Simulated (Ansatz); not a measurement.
W:
```yaml
crystal:
  lattice:
    - [5.03231, 0.00000, 0.00000]
    - [0.00000, 5.03231, 0.00000]
    - [0.00000, 0.00000, 5.03231]
  atoms:
    - { symbol: W, position: [0.00000, 0.00000, 0.00000] }
    - { symbol: W, position: [0.50000, 0.50000, 0.50000] }
    - { symbol: W, position: [0.00000, 0.50000, 0.25000] }
    - { symbol: W, position: [0.00000, 0.50000, 0.75000] }
    - { symbol: W, position: [0.25000, 0.00000, 0.50000] }
    - { symbol: W, position: [0.75000, 0.00000, 0.50000] }
    - { symbol: W, position: [0.50000, 0.75000, 0.00000] }
    - { symbol: W, position: [0.50000, 0.25000, 0.00000] }
```

Relaxed with PBEsol. Special points in fractions of this cell's reciprocal vectors: Γ (0.000, 0.000, 0.000); X (0.000, 0.500, 0.000); M (0.500, 0.500, 0.000); R (0.500, 0.500, 0.500).

Q: List the band energies nearest the Fermi level at these points for DFT-PBEsol with spin–orbit coupling in the program Ansatz with PAW potentials.

A: In eV from the Fermi level; about four levels below and three above (degenerate sets whole), none deeper than 8.9 eV; points with the same levels are listed once.

| k | below | above |
|---|---|---|
| Γ | -0.73 -0.73 -0.73 -0.73 -0.26 -0.26 | 1.49 1.49 1.49 1.49 |
| X | -1.05 -1.05 -1.05 -1.05 | 0.43 0.43 0.43 0.43 |
| M | -1.20 -1.20 -0.96 -0.96 | 0.18 0.18 0.18 0.18 |
| R | -1.47 -1.47 -1.47 -1.47 -1.47 -1.47 -1.47 -1.47 | 1.19 1.19 1.19 1.19 1.19 1.19 1.19 1.19 |

Space group Pm-3n (A15 (β-W type)). The workflow started from an entry of the Crystallography Open Database (COD), which files this formula under 6 space groups. It is not the phase usual at ambient conditions (space group No. 229). The PBEsol relaxation kept the symmetry of its start; its stability against distortions is not shown here. The run is not spin-polarised.

Potentials: the earlier of the program's two PAW sets. The files were generated under PBE; for other functionals the program regenerates the frozen cores, and for LDA and PBEsol the local potential too.
